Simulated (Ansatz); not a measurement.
Input:

VPt:
Space group P4/mmm (No. 123); a = b = 2.6841 Å, c = 3.8869 Å, α = β = γ = 90.00°

| atom | site | symmetry | x | y | z |
|---|---|---|---|---|---|
| V | 1d | 4/mmm | 0.5000 | 0.5000 | 0.5000 |
| Pt | 1a | 4/mmm | 0.0000 | 0.0000 | 0.0000 |

This is the r²SCAN-relaxed structure.

All from the program Ansatz at the r²SCAN level (PAW), unless another level is named. Give the density of states at the Fermi level.

0.57 states/eV per atom (mean over ±0.08 eV).

Next, the formation energy from the elements (no fitted shifts)?

-0.62 eV/atom.

The workflow started from a Materials Project entry (that database holds measured and hypothetical structures alike); the Crystallography Open Database files this formula in space group No. 123, but the cells were not matched. Whether it is the stable phase at ambient conditions was not checked. The cell was relaxed with r²SCAN under the symmetry of its start; its stability against distortions is not shown here. No spin polarisation was allowed. Axis ratios of metals converge slowly with the k-mesh, so a and c are less sure than the volume. The references are the lowest solids computed at this level, not always the standard phases. Spin–orbit coupling is left out wherever it is not named.

Potentials: the later of the program's two PAW sets.
